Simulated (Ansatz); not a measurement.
A geometry of AlIr away from equilibrium: the start of the relaxation of a relaxed AlIr cell displaced along its unstable phonon at q = (½, ½, 0) of its primitive reciprocal cell (123i cm⁻¹), largest move 0.15 Å. All values below come from PBE (plane waves to 420 eV, PAW, scalar-relativistic; Ansatz, a first-principles code). Γ-centred k-mesh 13×13×13 on the run's cell (coarser than for final values), Fermi–Dirac smearing 0.05 eV.

```xyz
4
Lattice="-2.9194 4.1931 5.0795 0.0000 0.0000 5.0795 1.4597 2.0965 -2.5397" Properties=species:S:1:pos:R:3 pbc="T T T"
Ir    -1.4597     4.1931     4.9565
Ir     0.0000     2.0965     2.6627
Al     0.0000     2.0965     0.1500
Al    -1.4597     4.1931     2.3897
```

Question: What forces act on the atoms (eV/Å)?

Answer: 
```json
[
 {"atom": "Ir1", "Fx": "0.00", "Fy": "0.00", "Fz": "-1.04"},
 {"atom": "Ir2", "Fx": "0.00", "Fy": "0.00", "Fz": "1.04"},
 {"atom": "Al3", "Fx": "0.00", "Fy": "0.00", "Fz": "0.18"},
 {"atom": "Al4", "Fx": "0.00", "Fy": "0.00", "Fz": "-0.18"}
]
```

Question: What is the pressure?

Answer: -1.2 GPa, compression positive.

No spin polarisation in the result.

The run could not lose the symmetry of its start: the end is stationary, and may be a saddle point rather than a minimum.

The end of the path is a generated cell of AlIr: the first start was made by placing the elements on the sites of a structure type, and the end was not matched to a known phase here, so it may be hypothetical.
